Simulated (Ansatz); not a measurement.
**Ag$_{2}$Pb in Ansatz, settings compared**

The input file (Ansatz 0.2.0, plane waves):

```yaml
crystal:
  lattice:
    - [4.647359, 0.0, 0.0]
    - [-2.32368, 4.024735, 0.0]
    - [0.0, 0.0, 4.070984]
  atoms:
    - { symbol: Ag, position: [0.3333, 0.6667, 0.5] }
    - { symbol: Ag, position: [0.6666, 0.3333, 0.5] }
    - { symbol: Pb, position: [0.0, 0.0, 0.0] }
  symmetry: { tolerance: 0.0003 }
kpoints:
  mp_grid: { grid: [5, 5, 5], shift: [0, 0, 0] }
magnetization:
  spin_polarized: false
scf:
  occupations: { method: fermi_dirac }
hamiltonian:
  pseudopotentials: { kind: paw }
  xc: pbe
basis:
  ecutwfc: 420
output:
  forces: true
  stress: true
  eigenvalues: true
```

Run with:

```bash
ansatz run input.yaml --threads 1 --pin off --max-ram 2560MiB --backend cpu --events-out ev --progress --plain --runs-dir out
```

Origin of the cell: a known structure type with other elements, at an estimated volume, so it need not be a known compound.

The smearing width isn't typed, so it takes its default of 0.1 eV.

Output of this run (shortened):

```
SCF iter   1: F=—  HF=-27086.793655 eV  Δρ=1.63e-3  dr2=2.82e-3  defer=1
SCF iter   2: F=—  HF=-27086.795171 eV  Δρ=9.88e-4  dr2=1.13e-3  defer=1
SCF iter   3: F=—  HF=-27086.795193 eV  Δρ=2.18e-4  dr2=8.83e-5  defer=1
SCF iter   4: F=—  HF=-27086.795172 eV  Δρ=8.20e-5  dr2=4.34e-6  defer=1
SCF iter   5: F=—  HF=-27086.795173 eV  Δρ=3.25e-5  dr2=7.95e-7  defer=1
SCF iter   6: F=—  HF=-27086.795173 eV  Δρ=9.95e-6  dr2=1.54e-7  defer=1
SCF iter   7: F=-27086.795173 eV  HF=-27086.795173 eV  Δρ=3.00e-6  dr2=1.79e-8
SCF 1 converged in 7 iterations: F = -27086.795173 eV  dr2 = 1.79e-8
SCF converged after 7 iterations
Free energy (F): -27086.795173 eV
Harris-Foulkes:  -27086.795173 eV  (|F-HF|=8.05e-9)
Internal energy: -27086.723423 eV  (E = F + TS)
E sigma→0 (E₀):  -27086.759298 eV
Entropy (-TS):   -0.071750 eV (-23.917 meV/atom)
Fermi energy:    11.555871 eV
--- Per-component energies (eV) ---
  E_band       = -712.818445
  E_kinetic    = 1341.853853
  E_local      = -6959.531224  (includes V_loc(G=0)·N_el)
  E_nonlocal   = 510.163199
  E_hartree    = 3076.900509
  E_xc         = -588.617355
  E_vxc        = -599.606574  (∫ρ·V_xc dr)
  E_paw        = -18210.484711  (= ΣΔE_a)
  E_vpaw       = -1159.497684  (= ΣTr[D̂ρ^β])
  E_aug_tail   = 0.000660  (compensation charges beyond the density's cutoff)
  E_ewald      = -6257.008354
  E_smearing   = -0.071750  (= −TS)
  Σ components = -27086.795173   (vs F -27086.795173, Δ=0.00e0)
--- Forces (eV/Å), atoms counted from 1 ---
  atom   1  Ag     0.000000     0.000000    -0.000000
  atom   2  Ag     0.000000     0.000000     0.000000
  atom   3  Pb     0.000000     0.000000    -0.000000
  max |Σ_I F_I| component: 2.78e-17 eV/Å
--- Stress (GPa, compression-positive) ---
        0.468312      -0.000000       0.000000
       -0.000000       0.468312       0.000000
        0.000000       0.000000      -4.669521
  P = ⅓ Tr σ = -1.2443 GPa (-12.443 kbar)
```

The same input was run again with these changes:

1. `basis.ecutwfc` 420 → "500 eV"
2. `scf.initial_density.chi_scale` default → 0.3; `hamiltonian.xc` pbe → lda
3. `hamiltonian.hubbard` default → { sites: [{ species: Ag, l: d, u_eff: 2.0 }], double_counting: fll }; `basis.ecutrho_ratio` default → 12
4. `scf.mixing.preconditioner` default → ldos; `scf.eigensolver.kind` default → davidson; `basis.precision` default → f64

```json
{"run": "base", "end": "converged", "SCF iterations": "7", "P (GPa)": "-1.24", "max force component (eV/Å)": "0.000", "moment (μB)": "–", "ΔE(σ→0) (meV/atom)": "0"}
{"run": "1", "end": "converged", "SCF iterations": "7", "P (GPa)": "-1.24", "max force component (eV/Å)": "0.000", "moment (μB)": "–", "ΔE(σ→0) (meV/atom)": "-1.50"}
{"run": "2", "end": "converged", "SCF iterations": "9", "P (GPa)": "-7.31", "max force component (eV/Å)": "0.000", "moment (μB)": "–", "ΔE(σ→0) (meV/atom)": "–"}
{"run": "3", "end": "converged", "SCF iterations": "9", "P (GPa)": "-0.62", "max force component (eV/Å)": "0.000", "moment (μB)": "–", "ΔE(σ→0) (meV/atom)": "–"}
{"run": "4", "end": "converged", "SCF iterations": "6", "P (GPa)": "-1.24", "max force component (eV/Å)": "0.000", "moment (μB)": "–", "ΔE(σ→0) (meV/atom)": "0.00"}
```

Energies are compared only where functional, datasets, charge and starting cell are the same.

Caveats of the base run: no spin-orbit coupling, though heavy elements are present; the k mesh is coarse if the cell is a metal.

Time of the base run: 1.4 s on 1 thread of Intel(R) Xeon(R) Platinum 8488C (Sapphire Rapids) (shared host), peak memory 0.4 GiB, from the program's own first density.
